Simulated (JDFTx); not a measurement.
Mo(100) slab cut from bulk Mo (space group Im-3m, indices of the conventional cell, lattice of the Materials Project entry mp-129, not re-optimised): 6 atoms in 6 planes, a 1x1 cell of 10.03 Å² (|a| = 3.168, |b| = 3.168 Å), 7.5 Å between the outermost planes, cell height 23.9 Å, 8×8×1 k mesh, Fermi smearing 0.01 Ha, no spin polarisation.

Method: PBE, GBRV ultrasoft potentials, plane waves to 20/100 Ha, in JDFTx (a modified build). Liquid: linear PCM (GLSSA13), water, 0.5 M NaCl. The neutral cell holds 84 valence electrons and has two faces of 10.034 Å² each. Last filling lines of the neutral and of a charged run (μ in hartree, zero in the bulk liquid):

```
FillingsUpdate:  mu: -0.126376395  nElectrons: 84.000000
FillingsUpdate:  mu: -0.100693000  nElectrons: 84.210007
```

Working it through: both potentials, by the convention U = −μ/e − 4.44 V vs SHE, the surface charge density and the mean capacitance.

U_pzc = 0.12638 × 27.2114 − 4.44 = -1.00 V; U = 0.10069 × 27.2114 − 4.44 = -1.70 V. The cell has 0.2100 excess electrons, a net charge of -0.2100 e, shared by two faces: σ = -0.2100 e / (2 × 10.034 Å²) = -0.01046 e/Å² = -16.8 μC/cm² (1 e/Å² = 1602.18 μC/cm²). C = σ/(U − U_pzc) = -16.8/-0.70 ≈ 24 μF/cm².
